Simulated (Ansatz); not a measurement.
**Notes on Nb$_{3}$Ga$_{2}$**

```xyz
10
Lattice="6.9768 0.0000 0.0000 0.0000 6.9768 0.0000 0.0000 0.0000 3.5277" Properties=species:S:1:pos:R:3 pbc="T T T"
Nb    1.2558    4.7442    1.7639
Nb    2.2326    1.2558    1.7639
Nb    5.7210    2.2326    1.7639
Nb    4.7442    5.7210    1.7639
Ga    2.6512    6.1396    0.0000
Ga    0.8372    2.6512    0.0000
Ga    4.3256    0.8372    0.0000
Ga    6.1396    4.3256    0.0000
Nb    0.0000    0.0000    0.0000
Nb    3.4884    3.4884    0.0000
```

Method: r2SCAN, no spin polarisation; PAW, plane waves to 500 eV, 4×4×8 Γ-centred mesh, cold occupations (width 0.1493 eV) (Ansatz 0.2.0), atoms fixed.

Question: Is the cell too large or too small?

Answer: The pressure is -4.3 GPa (compression positive), so with the atoms held at these fractions the cell would first shrink.

Question: What is the formation energy?

Answer: -0.43 eV an atom against the elements' usual phases (free molecules for gases, crystals otherwise, with no correction for O₂ or N₂), so it is bound against them; other compounds may still compete. Relaxing would lower it.

Question: What do density and ELF say about some of the short contacts?

Answer: Ga–Ga at 2.37 Å: least valence density 0.42 e/Å³ and ELF 0.42 there. Nb–Ga at 2.65 Å: least valence density 0.32 e/Å³ and ELF 0.27 there. Nb–Nb at 3.11 Å: least valence density 0.22 e/Å³ and ELF 0.33 there. These are pseudo-fields; inside the PAW spheres they differ from the all-electron ones.

Question: Which atom feels the largest force, and which way?

Answer: The largest is on Ga5 (and as large on other atoms): 0.76 eV/Å, components (-0.54, -0.54, 0.00). It makes 180° with the line to a nearest neighbour, Ga7 at 2.37 Å, pointing away from it.

Question: Metal or insulator?

Answer: It is a metal, with about 4.2 states/eV a cell as the mean within 0.25 eV of the Fermi level, mostly Nb d (85 %).

Question: Give the Bader charges.

Answer: Bader charges in e: Nb +0.52 to +0.73, Ga -0.99. In the mean Nb gives up most and Ga takes most.

Origin: a database entry at a rescaled volume.
